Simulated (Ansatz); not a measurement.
**MnHg: does the functional change the magnetic order?**

```yaml
crystal:
  lattice:
    - [6.57600, 0.00000, 0.00000]
    - [0.00000, 3.28800, 0.00000]
    - [0.00000, 0.00000, 3.31300]
  atoms:
    - { symbol: Mn, position: [0.25000, 0.50000, 0.50000] }
    - { symbol: Hg, position: [0.00000, 0.00000, 0.00000] }
    - { symbol: Mn, position: [0.75000, 0.50000, 0.50000] }
    - { symbol: Hg, position: [0.50000, 0.00000, 0.00000] }
```

The same starts (parallel, antiparallel patterns that fit this cell, and no moments) were run with plane-wave PAW DFT (Ansatz 0.2.0; atoms fixed, collinear spin, no spin-orbit coupling; 4×8×8 Γ-centred mesh, fermi-dirac occupations of width 0.050 eV) at these levels: PBE, 420 eV; r2SCAN, 500 eV.

Q: How do order, exchange and moments depend on the level?

A: The runs give, at zero smearing:

```tsv
level	lowest state	mean moment on Mn (μB)	parallel less best compensated antiparallel (meV per Mn)	gain over no moments (meV per Mn)
PBE	antiparallel, compensated	3.83	+46	1430
r2SCAN	antiparallel, compensated	4.18	+20	2665
```

Site moments are taken in small spheres that don't touch (radius about 0.4 of the atom's shortest bond), so those of the magnetic atoms read low. Both levels favour antiparallel moments: the difference runs from +20 to +46 meV per Mn. The moment grows from 3.83 μB under PBE to 4.18 μB under r2SCAN.

The cell is that of a Crystallography Open Database entry, unchanged but doubled along one cell vector so that moments can oppose.

Caveats: only orders that fit this cell were tried, so the true order may need a larger cell or canted moments; atoms and cell are held at the entry's values; differences under about 5 meV per magnetic atom weren't tested against a denser mesh or another U, and are taken as unresolved; r2SCAN overestimates the moments and magnetic energies of itinerant metals; the state without moments isn't the paramagnet, so the last column is no ordering energy, and a U inflates it.
